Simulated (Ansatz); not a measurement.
MgO:
```
MgO
1.0
    0.00000     2.12685     2.12685
    2.12685     0.00000     2.12685
    2.12685     2.12685     0.00000
O Mg
1 1
Direct
  0.00000   0.00000   0.00000
  0.50000   0.50000   0.50000
```

Relaxed with PBE. Special points in fractions of this cell's reciprocal vectors: Γ (0.000, 0.000, 0.000); X (0.500, 0.000, 0.500); U (0.625, 0.250, 0.625); K (0.375, 0.375, 0.750); L (0.500, 0.500, 0.500); W (0.500, 0.250, 0.750).

Q: List the band energies nearest the valence-band maximum at these points for the program Ansatz at the PBE level (PAW).

A: In eV from the valence-band maximum; about four levels below and three above (degenerate sets whole), none deeper than 8.9 eV; … stands for higher levels left out; points with the same levels are listed once.

```
k              below   above
-  -----------------  ------
Γ     0.00 0.00 0.00  4.46 …
X  -3.93 -1.30 -1.30  9.11 …
U  -3.36 -2.62 -1.10  9.96 …
L  -4.48 -0.62 -0.62  7.73 …
W  -2.84 -2.84 -1.71       …
```

Space group Fm-3m (rock salt). The PBE relaxation kept the symmetry of its start.

Potentials: the later of the program's two PAW sets.
